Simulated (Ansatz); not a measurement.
LuF3 in space group P-3c1 (No. 165; Lu on 6f, F on 2a, F on 4d, F on 12g), plane-wave PAW PBEsol (Ansatz code). The conduction-band minimum lies at Γ, with 1 equivalent valley. Second derivatives d²E/dk² of the lowest band at one valley (eV·Å²), along Cartesian directions:

```tsv
direction	d²E/dk²
[100]	16.44
[010]	16.44
[001]	16.00
[110]	16.44
[101]	16.22
[011]	16.22
```

### Question
Find the principal effective masses, the density-of-states mass and the conductivity mass.

### Answer
Off-diagonal terms follow from H_xy = H[110] − (H_xx + H_yy)/2, and m*/mₑ = 7.620 eV·Å² over each eigenvalue: 0.46, 0.46, 0.48. One valley's DOS mass (m₁m₂m₃)^(1/3) = 0.47, conductivity mass 3/(Σ 1/mᵢ) = 0.47 mₑ.

### Question
What effective density of states Nc follows at 300 K for parabolic valleys?

### Answer
Nc = 2.509e19 × 1 × (0.47)^(3/2) ≈ 8.1e18 cm⁻³.

### Question
With the computed static dielectric constant 16.0 (mean of the diagonal), estimate a hydrogenic donor's binding energy and radius.

### Answer
E = 13.606 eV × 0.47/16.0² ≈ 25 meV; a = 0.529 Å × ε/m* ≈ 18 Å. Semilocal masses tend to be too small where the gap is.

The first step of the workflow began from a Materials Project structure, measured or hypothetical; the Crystallography Open Database copy checked does not list it. Its standing as an ambient phase is unchecked. Symmetry was held in the PBEsol relaxation; of distortions, only those at the zone centre were tested. Spin–orbit coupling is left out wherever it is not named.

Potentials: the later of the program's two PAW sets.
